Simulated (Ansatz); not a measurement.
Sb₂Mo in space group Cmc2_1 (No. 36; Mo on 4a, Sb on 4a, Sb on 4a), PBEsol in the plane-wave PAW code Ansatz, all energies at zero smearing, with the estimated change up to a 700 eV cutoff added, with one set of potentials and settings (totals compare only within such a set). Cell of 6 atoms (2 Mo, 4 Sb): -35427.447 eV.

```tsv
element	reference phase	E (eV/atom)
Mo	Im-3m, 1 atoms in the cell	-4897.5018
Sb	R-3m, 2 atoms in the cell	-6408.1643
```

Formation energy per atom, worked out: (-35427.447 − 2×(-4897.5018) − 4×(-6408.1643))/6 = 0.036 eV/atom (3 kJ per mol of atoms), at 0 K, without zero-point energy or fitted corrections.

The start of the workflow was typed in or built on a structure type; neither database checked (COD, Materials Project) lists it. Its standing as an ambient phase is unchecked. The PBEsol relaxation kept the symmetry of its start; its stability against distortions is not shown here. No spin polarisation was allowed. The volume moved by -18 % from the start of the relaxation. The references are the lowest solids computed at this level, not always the standard phases. Scalar-relativistic: spin–orbit coupling is off unless named, which matters more the heavier the elements.

Potentials: the earlier of the program's two PAW sets. The files were generated under PBE; for other functionals the program regenerates the frozen cores, and for LDA and PBEsol the local potential too.
